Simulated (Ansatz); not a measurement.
# N-14 fingerprints of the forms of Mg3MoN4

The numbers come from a DFT calculation in Ansatz (PBE, plane waves and PAW, scalar-relativistic, 420 eV cutoff). Q(N-14) = 20.44 mb, I = 1. The cells come from the Materials Project (computed, not necessarily observed phases), with the atoms as given. Calculated pressures reach 3 GPa in size and forces 0.3 eV/Å in them. Spin–orbit coupling is left out.

Problem. A calculated N-14 parameter set reads: |C_Q| = 0.065 MHz, η = 0.03 (share 25 %); |C_Q| = 0.367 MHz, η = 0.78 (share 50 %); |C_Q| = 0.539 MHz, η = 0.55 (share 25 %). Which structure does it belong to?
A.
Mg3MoN4
Space group C2/m (No. 12); a = 9.2084, b = 7.1719, c = 6.0706 Å, β = 90.64°.

| site | Wyckoff | site symmetry | x | y | z |
| --- | --- | --- | --- | --- | --- |
| Mg1 | 8j | 1 | 0.3826 | 0.2321 | 0.1685 |
| Mg5 | 4i | m | 0.1140 | 0.0000 | 0.3239 |
| Mo | 4i | m | 0.6698 | 0.0000 | 0.3298 |
| N9 | 4i | m | 0.1235 | 0.0000 | 0.6825 |
| N11 | 8j | 1 | 0.3767 | 0.7753 | 0.8197 |
| N15 | 4i | m | 0.3562 | 0.0000 | 0.3669 |
B.
Mg3MoN4
Space group Pmn2_1 (No. 31); a = 6.7268, b = 5.8148, c = 5.2351 Å.

```csv
site,Wyckoff,site symmetry,x,y,z
Mg1,4b,1,0.2522,0.1688,0.8571
Mg5,2a,m..,0.0000,0.6612,0.8589
Mo,2a,m..,0.0000,0.3293,0.3495
N9,2a,m..,0.0000,0.6349,0.4561
N11,2a,m..,0.0000,0.3265,0.9976
N13,4b,1,0.7695,0.1775,0.4567
```

Solution. A. Mg3MoN4 in C2/m gives |C_Q| = 0.065 MHz, η = 0.03 (share 25 %); |C_Q| = 0.367 MHz, η = 0.78 (share 50 %); |C_Q| = 0.539 MHz, η = 0.55 (share 25 %); there N has 1 Mo at 1.91 Å, 4 Mg at 2.12–2.19 Å or 1 Mo at 1.90 Å, 4 Mg at 2.12–2.41 Å or 1 Mo at 1.86 Å, 3 Mg at 2.07–2.24 Å; also 1 Mo at 2.90 Å. Mg3MoN4 in Pmn2_1 gives |C_Q| = 0.161 MHz, η = 0.79 (share 50 %); |C_Q| = 0.161 MHz, η = 0.20 (share 25 %); |C_Q| = 0.229 MHz, η = 0.16 (share 25 %); there N has 1 Mo at 1.87 Å, 3 Mg at 2.08–2.10 Å; also 1 Mg at 3.14 Å or 1 Mo at 1.84 Å, 3 Mg at 2.06–2.08 Å or 1 Mo at 1.86 Å, 3 Mg at 2.09–2.11 Å; also 1 Mg at 3.13 Å.
